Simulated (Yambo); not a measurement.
Yambo run on Cs$_{2}$LiLuCl$_{6}$ (space group Fm-3m, No. 225). The wavefunctions are PBEsol (pw.x of Quantum ESPRESSO, ONCV potentials, without SOC) ones on a 2×2×2 mesh (44 occupied bands); a = b = c = 7.4542 Å, α = β = γ = 60.00°.

Yambo input:

```
rim_cut
gw0
dyson
el_el_corr
HF_and_locXC
ppa
em1d
RandQpts= 1000000
RandGvec= 1 Ry
EXXRLvcs= 100 Ry
VXCRLvcs= 400 Ry
Chimod= "HARTREE"
% BndsRnXp
 3 | 310 |
%
NGsBlkXp= 3 Ry
% LongDrXp
 1.0 | 1.0 | 1.0 |
%
PPAPntXp= 27.2114 eV
% GbndRnge
 1 | 310 |
%
GTermKind= "BG"
DysSolver= "n"
ExtendOut
% QPkrange
 1 | 1 | 44 | 45 |
%
```

k points by index: 1 = Γ.

Resulting energies as the program prints them:

```
#    K-point    Band    Eo [eV]    E [eV]    E-Eo [eV]    Vxc [eV]    Vnlxc [eV]    Sc|Eo [eV]    Sc|E [eV]    dSc/dw|Eo [eV]    Re(Z)    Im(Z)
#
    1    44    0.000000    -1.485374    -1.485374    -14.31068    -18.76249    2.638899    2.966429    -5.999714    0.819344    -0.001248
    1    45    5.231750    6.085511    0.853761    -12.17861    -7.871149    -3.293392    -3.453703    -5.108905    0.841928    -0.001048
```
(The two width columns are left out.) Convergence of these settings isn't established.

Geometry of the Materials Project entry, not relaxed at this level.

The structure is a Materials Project entry; no match was found in the copy of COD used, and its stability was not checked.
